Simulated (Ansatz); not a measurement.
Level of theory: DFT PBE, scalar-relativistic, plane waves, PAW (Ansatz). All cells share a 420 eV cutoff and Γ-centred k meshes spaced about 0.3 Å⁻¹ or finer (0.25 for metals, 2π included). No spin polarisation.

Relaxed structures of NaTa3O3, with energies over the first row. Coordination counts O atoms around Na and Ta (those within 1.25 times the shortest such distance or 1.15 times the sum of covalent radii; a plus sign parts nearer from farther groups; a slash parts the counts of unlike sites).

```json
{"#": "1", "form": "P3m1", "sites": "Na 1a; Ta 1c, 1a, 1a; O 1b, 1b, 1c", "V (Å³/atom)": "12.6", "coordination": "Na 6, Ta 3/6", "ΔE (meV/atom)": "0"}
{"#": "2", "form": "Pm-3m", "sites": "Na 1b; Ta 3d; O 3c", "V (Å³/atom)": "11.9", "coordination": "Na 6, Ta 4", "ΔE (meV/atom)": "138"}
```

A further structure, relaxed alike:

```cif
data_structure
_symmetry_space_group_name_H-M 'I4mm'
_symmetry_Int_Tables_number 107
_cell_length_a 4.3805
_cell_length_b 4.3805
_cell_length_c 8.9127
_cell_angle_alpha 90.000
_cell_angle_beta 90.000
_cell_angle_gamma 90.000
_cell_volume 171.03
loop_
_atom_site_label
_atom_site_type_symbol
_atom_site_symmetry_multiplicity
_atom_site_Wyckoff_symbol
_atom_site_fract_x
_atom_site_fract_y
_atom_site_fract_z
_atom_site_occupancy
Na1 Na 2 a 0.50000 0.50000 0.48463 1
Ta1 Ta 2 a 0.50000 0.50000 0.04148 1
Ta2 Ta 4 b 0.50000 0.00000 0.23823 1
O1 O 4 b 0.00000 0.50000 0.48208 1
O2 O 2 a 0.00000 0.00000 0.28328 1
```

Question: Place it among the others.

Answer: It is the highest, 250 meV/atom above row 1, with space group I4mm (No. 107) and 12.2 Å³/atom. Counting O atoms around Na and Ta, this cell has Na 4+1, Ta 4/5 and row 1 has Na 6, Ta 3/6. Around Na lie 4 O at 2.19 Å, 1 O at 2.66 Å and 12 Ta at 3.10–3.15 Å; Ta on a site of symmetry 4mm is surrounded by 5 O at 2.25–2.30 Å, 4 Ta at 2.81 Å and 4 Na at 3.14 Å; Ta on a site of symmetry 2mm is surrounded by 4 O at 2.17–2.28 Å, 2 Ta at 2.81 Å, 4 Ta at 3.10 Å and 4 Na at 3.10–3.15 Å; around O on a site of symmetry 2mm lie 4 Ta at 2.17–2.28 Å, 2 Na at 2.19 Å and 2 O at 2.82 Å; 1 more site not described.

These runs have no spin–orbit coupling, which can matter for Ta. Trial moments fell under 0.15 μB along the way in P3m1, Pm-3m and I4mm; another start might hold them. With atoms moved at random, row 1 (by 113 meV/atom) fell into a lower structure. Row 2 and the further cell had no clear such test and can be saddle points.
